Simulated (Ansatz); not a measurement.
Here are 2 structures of TlLaO₂, each relaxed with r2SCAN (Ansatz 0.2.0). The cells were built from prototypes, so some may not be known phases; spin polarisation is off.

- P4/mmm ordering on rocksalt (4 atoms): it is tetragonal, P4/mmm (No. 123); conventional cell a = 3.781 Å, c = 5.031 Å, 17.98 Å³ an atom. Tl is surrounded by 6 O at 2.52–2.67 Å; O is surrounded by 2 Tl at 2.52 Å and 4 La at 2.67 Å; La is surrounded by 6 O at 2.52–2.67 Å; O is surrounded by 2 La at 2.52 Å and 4 Tl at 2.67 Å.
- I4_1/amd ordering on rocksalt (8 atoms, coordination lost): the symmetry is I4_1/amd (No. 141, tetragonal); conventional cell a = 5.085 Å, c = 11.754 Å, 18.99 Å³ an atom. Around Tl lie 4 O at 2.60 Å; around O lie 3 La at 2.38–2.60 Å and 2 Tl at 2.60 Å; around La lie 6 O at 2.38–2.60 Å.

**Question.** Which is lowest in energy with r2SCAN, and by how much?

**Answer.** Among these cells the lowest with r2SCAN is I4_1/amd ordering on rocksalt (8 atoms, coordination lost), 280 meV an atom below the next, P4/mmm ordering on rocksalt (4 atoms). Other structures, not computed here, could lie lower.

**Question.** Does the order change among the functionals that relaxed these cells?

**Answer.** Not for the lowest cell. PBE agrees on the lowest cell. PBE: P4/mmm ordering on rocksalt (4 atoms) 276, I4_1/amd ordering on rocksalt (8 atoms, coordination lost) 0 meV an atom.

**Question.** What gaps does r2SCAN give on these cells?

**Answer.** P4/mmm ordering on rocksalt (4 atoms): none (overlap 1.28); I4_1/amd ordering on rocksalt (8 atoms, coordination lost): 1.08 i ((0.049, 0.049, 0.411) → Γ) (eV; d direct, i indirect).

Spin-orbit coupling is left out; in compounds of Pb, Bi, Tl or Hg it can lower a gap by up to about 1 eV, split its edges or invert the bands.

Overlapping bands make a metal at that level, for which these meshes are coarse; small forces, stresses and energy differences are uncertain.

Where an edge lies off the special points, it is a point of the mesh or the k point where a search put PBE's edge or least direct gap, reused for the other functionals, whose own edges may lie a little apart.

Coordinates of k points refer to the reciprocal vectors of the primitive cell of the runs.
